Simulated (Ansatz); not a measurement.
PtS$_{2}$:
```
CELL_PARAMETERS angstrom
      3.52731     0.00000     0.00000
     -1.76365     3.05474     0.00000
      0.00000     0.00000    31.00000
ATOMIC_POSITIONS crystal
  S  0.66667 0.33333 0.54013
  Pt 0.00000 0.00000 0.50000
  S  0.33333 0.66667 0.45987
```
Free-standing layer in the xy plane with vacuum along z and no interaction between images.

Relaxed with r²SCAN+D4. r²SCAN+D4 in the plane-wave PAW code Ansatz gives a gap of 2.06 eV.

Question: What gap does HSE06 give on the same cell (Ansatz, PAW)?

Answer: 2.69 eV, 0.63 eV more. The hybrid was solved on a coarser mesh and at special points; its gap is the smallest among all of these.

```json
[
 {"k": "Γ", "v1 r²SCAN+D4": "-0.21", "c1 r²SCAN+D4": "3.53", "v1 HSE06": "-0.06", "c1 HSE06": "4.25"},
 {"k": "M", "v1 r²SCAN+D4": "-1.46", "c1 r²SCAN+D4": "3.19", "v1 HSE06": "?", "c1 HSE06": "?"},
 {"k": "K", "v1 r²SCAN+D4": "-0.74", "c1 r²SCAN+D4": "2.43", "v1 HSE06": "?", "c1 HSE06": "?"}
]
```

Question: Top valence (v1) and lowest conduction level (c1) in eV from each method's valence maximum (which need not be a listed point): supply the withheld HSE06 values.

Answer: 
- K, v1 HSE06: -0.99
- K, c1 HSE06: 3.14
- M, v1 HSE06: -1.48
- M, c1 HSE06: 3.94

Cost on shared cores: the r²SCAN+D4 run (SCF on a 12×12×1 mesh, then bands and DOS) about 2.2 core-minutes (a rough figure), the HSE06 run (SCF on 9×9×1, then a few points) around 10 core-minutes (rough); the tasks are unlike.

Space group P-3m1 (1T). A layer that has been made, often on a substrate. The cell was relaxed with r²SCAN+D4 under the symmetry of its start; its stability against distortions is not shown here. The run is not spin-polarised. Scalar-relativistic: spin–orbit coupling is off unless named, which matters more the heavier the elements.

Potentials: the later of the program's two PAW sets.
